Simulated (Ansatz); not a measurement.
A geometry of Si2Mo away from equilibrium: step 3 of the relaxation of a relaxed Si2Mo cell displaced along its unstable phonon at q = Γ (125i cm⁻¹), largest move 0.15 Å. The numbers are results of PBE (plane waves to 420 eV, PAW, scalar-relativistic; Ansatz, a program for electronic structure), not measurements. Γ-centred k-mesh 9×9×12 on the run's cell (coarser than for final values), Fermi–Dirac smearing 0.05 eV. The plane waves were selected for a different cell earlier on the path.

```
Si2Mo
1.0
    4.37380     0.00000     0.00000
   -2.18690     3.78782     0.00000
    0.00000     0.00000     2.61730
Mo Si
1 2
Cartesian
  0.00000   0.00000  -0.35006
  0.00000   2.52521   1.59099
  2.18690   1.26261   1.59099
```

Q: What forces act on the atoms (eV/Å)?

A: 
```csv
atom,Fx,Fy,Fz
Mo1,0.00,0.00,0.60
Si2,0.00,0.00,-0.30
Si3,0.00,0.00,-0.30
```

The path ends in P6mm (No. 183). No spin polarisation in the result.

The run could not lose the symmetry of its start, so the end can be a saddle point.

The end of the path is a generated cell of Si2Mo: the first start was made by placing the elements on the sites of a structure type, and the end was not matched to a known phase here, so it may be hypothetical. Known forms of Si2Mo include space group No. 139.
